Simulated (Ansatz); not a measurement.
Input:

SrMg₂Bi₂:
```yaml
crystal:
  lattice:
    - [4.81547, 0.00000, 0.00000]
    - [-2.40773, 4.17032, 0.00000]
    - [0.00000, 0.00000, 7.99145]
  atoms:
    - { symbol: Sr, position: [0.00000, 0.00000, 0.00000] }
    - { symbol: Mg, position: [0.66667, 0.33333, 0.37458] }
    - { symbol: Mg, position: [0.33333, 0.66667, 0.62542] }
    - { symbol: Bi, position: [0.66667, 0.33333, 0.74563] }
    - { symbol: Bi, position: [0.33333, 0.66667, 0.25437] }
```

This is the r²SCAN-relaxed structure. Cartesian axes are those of the cell as given.

### Question
All from plane-wave PAW r²SCAN (Ansatz code), unless another level is named. Give the hole effective mass with spin–orbit coupling.

### Answer
0.060, 0.060, 0.49 mₑ (principal values).

### Question
What about the hole effective mass, band 1 of 2 at the edge?

### Answer
0.55 along x, 0.62 along z (mₑ).

### Question
What about the electron effective mass?

### Answer
0.066, 0.072, 0.072 mₑ (principal values).

### Question
What about the band gap?

### Answer
1.10 eV (direct).

### Question
Predict the formation energy from the elements (no fitted shifts).

### Answer
-0.76 eV/atom.

Space group P-3m1. The workflow started from a Materials Project entry (that database holds measured and hypothetical structures alike); the Crystallography Open Database copy checked does not list it. Whether it is the stable phase at ambient conditions was not checked. The cell was relaxed with r²SCAN under the symmetry of its start; its stability against distortions is not shown here. The references are the lowest solids computed at this level, not always the standard phases. Scalar-relativistic: spin–orbit coupling is off unless named, which matters more the heavier the elements.

Potentials: the later of the program's two PAW sets.
